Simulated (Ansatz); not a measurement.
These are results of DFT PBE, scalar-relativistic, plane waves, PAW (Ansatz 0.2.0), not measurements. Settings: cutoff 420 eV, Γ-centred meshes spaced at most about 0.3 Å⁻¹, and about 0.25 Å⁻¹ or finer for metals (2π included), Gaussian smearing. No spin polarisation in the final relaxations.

Temperature and zero-point effects are left out.

Two forms of CoTeH were relaxed alike.

1.

```
Co Te H
1.0
     3.49233    0.00000    0.00000
     0.00000    3.49233    0.00000
     0.00000    0.00000    3.20857
Co Te H
1 1 1
Cartesian
  1.7462 1.7462 1.6043
  0.0000 0.0000 0.0000
  1.7462 1.7462 0.0000
```

2.

```
Co Te H
1.0
     3.66080    0.00000    0.00000
     0.00000    3.66080    0.00000
     0.00000    0.00000    3.15596
Co Te H
1 1 1
Direct
  0.50000 0.50000 0.00000
  0.00000 0.00000 0.00000
  0.50000 0.50000 0.50000
```

Question: Which arrangement of the elements on these sites is preferred, and by what margin?

Answer: Cell 2 is lower, by 0.34 eV/atom. The two share one framework of sites and differ in which element sits where. Cell 1 has space group P4/mmm (No. 123), 13.0 Å³/atom and no gap on its mesh; cell 2 has space group P4/mmm (No. 123), 14.1 Å³/atom and no gap. Counting H or Te atoms around Co (for each partner element, those within 1.25 times its shortest distance or 1.15 times the sum of covalent radii, where it is the nearest in units of that sum or under 1.3), cell 1 has Co 10 and cell 2 has Co 6. The lower one is the more open, so pressure narrows the difference. Even the lower one lies +0.19 eV/atom against the reference forms of the elements (uncorrected), so neither is stable at this level. In cell 1, Co has 2 H at 1.60 Å and 8 Te at 2.94 Å; Te is surrounded by 4 H at 2.47 Å; around H lie 2 Co at 1.60 Å and 4 Te at 2.47 Å. In cell 2, Co has 2 H at 1.58 Å and 4 Te at 2.59 Å; Te is surrounded by 4 Co at 2.59 Å; H has 2 Co at 1.58 Å. Both come from invented guesses.

Spin–orbit coupling, which can matter for Te, is left out. With hydrogen, zero-point motion can shift such differences by 10 meV/atom or more. Trial moments died out on the coarse mesh in P4/mmm; another magnetic start might hold. Cells relaxed within their symmetry can be saddle points.
